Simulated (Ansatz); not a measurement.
CuTe2I:
```
CuTe2I
1.0
    8.63705     0.00000     0.00000
    0.00000     5.19511     0.00000
   -5.65144     0.00000    11.91293
Cu Te I
4 8 4
Direct
  0.81316   0.85559   0.25041
  0.18684   0.14441   0.74959
  0.18684   0.35559   0.24959
  0.81316   0.64441   0.75041
  0.71408   0.51543   0.34895
  0.28592   0.48457   0.65105
  0.28592   0.01543   0.15105
  0.71408   0.98457   0.84895
  0.41396   0.69749   0.34651
  0.58604   0.30251   0.65349
  0.58604   0.19749   0.15349
  0.41396   0.80251   0.84651
  0.09143   0.10673   0.38635
  0.90857   0.89327   0.61365
  0.90857   0.60673   0.11365
  0.09143   0.39327   0.88635
```

Relaxed with r²SCAN. Special points in fractions of this cell's reciprocal vectors: Γ (0.000, 0.000, 0.000); Z (0.000, 0.500, 0.000); D (0.000, 0.500, 0.500); B (0.000, 0.000, 0.500); A (-0.500, 0.000, 0.500); E (-0.500, 0.500, 0.500); C2 (-0.500, 0.500, 0.000); Y2 (-0.500, 0.000, 0.000).

Question: List the band energies nearest the valence-band maximum at these points for the program Ansatz at the r²SCAN level (PAW).

Answer: In eV from the valence-band maximum; about four levels below and three above (degenerate sets whole), none deeper than 8.9 eV; points with the same levels are listed once.

| k | below | above |
|---|---|---|
| Γ | -0.54 -0.47 -0.43 -0.11 | 0.95 1.46 1.76 |
| Z | -0.25 -0.25 -0.12 -0.12 | 1.45 1.45 1.74 1.74 |
| D | -0.36 -0.36 -0.20 -0.20 | 1.49 1.49 1.88 1.88 |
| B | -0.48 -0.48 -0.17 -0.17 | 1.23 1.23 1.93 1.93 |
| A | -0.32 -0.32 -0.04 -0.04 | 1.02 1.02 1.41 1.41 |
| E | -0.14 -0.14 -0.09 -0.09 | 1.66 1.66 1.97 1.97 |
| C2 | -0.29 -0.29 -0.21 -0.21 | 1.38 1.38 2.25 2.25 |
| Y2 | -0.48 -0.29 -0.07 0.00 | 1.25 1.34 1.52 |

Space group P2_1/c. The first step of the workflow began from a Materials Project structure, measured or hypothetical; the Crystallography Open Database files this formula in space group No. 14, but the cells were not matched. Whether it is the stable phase at ambient conditions was not checked. The cell was relaxed with r²SCAN under the symmetry of its start; its stability against distortions is not shown here. No spin polarisation was allowed. A crystal of weakly bound layers computed without a dispersion correction: the cell and the soft elastic constants depend strongly on that. Scalar-relativistic: spin–orbit coupling is off unless named, which matters more the heavier the elements.

Potentials: the later of the program's two PAW sets.
